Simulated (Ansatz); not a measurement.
Pb₂Au:
```
CELL_PARAMETERS angstrom
     -3.69936     3.69936     2.87382
      3.69936    -3.69936     2.87382
      3.69936     3.69936    -2.87382
ATOMIC_POSITIONS crystal
  Pb 0.16039 0.66039 0.82078
  Pb 0.83961 0.33961 0.17922
  Pb 0.33961 0.16039 0.50000
  Pb 0.66039 0.83961 0.50000
  Au 0.75000 0.75000 0.00000
  Au 0.25000 0.25000 0.00000
```

Relaxed with r²SCAN. Special points in fractions of this cell's reciprocal vectors: Γ (0.000, 0.000, 0.000); X (0.000, 0.000, 0.500); M (-0.500, 0.500, 0.500); Z (0.401, 0.401, -0.401); Z0 (-0.401, 0.599, 0.401); P (0.250, 0.250, 0.250); N (0.000, 0.500, 0.000).

**Question.** List the band energies nearest the Fermi level at these points for r²SCAN (plane waves, PAW; program Ansatz).

**Answer.** In eV from the Fermi level; about four levels below and three above (degenerate sets whole), none deeper than 8.9 eV; points with the same levels are listed once.

| k | below | above |
|---|---|---|
| Γ | -1.54 -1.54 -1.40 -1.12 | 0.16 1.21 1.77 |
| X | -1.93 -1.92 -0.89 -0.69 | 1.36 2.92 3.57 |
| M | -3.64 -3.64 -1.71 -0.96 | 1.04 1.42 1.42 |
| Z | -3.77 -3.77 -1.76 -1.36 | 0.07 0.10 0.10 |
| P | -2.56 -2.56 -1.75 -1.75 | 0.34 0.34 1.22 1.22 |
| N | -3.57 -3.57 -1.38 -1.38 | 0.29 0.29 1.75 1.75 |

Space group I4/mcm. The workflow started from a Materials Project entry (that database holds measured and hypothetical structures alike); the Crystallography Open Database files this formula in space group No. 140, but the cells were not matched. Whether it is the stable phase at ambient conditions was not checked. Symmetry was held in the r²SCAN relaxation; its stability against distortions is not shown here. Scalar-relativistic: spin–orbit coupling is off unless named, which matters more the heavier the elements.

Potentials: the later of the program's two PAW sets.
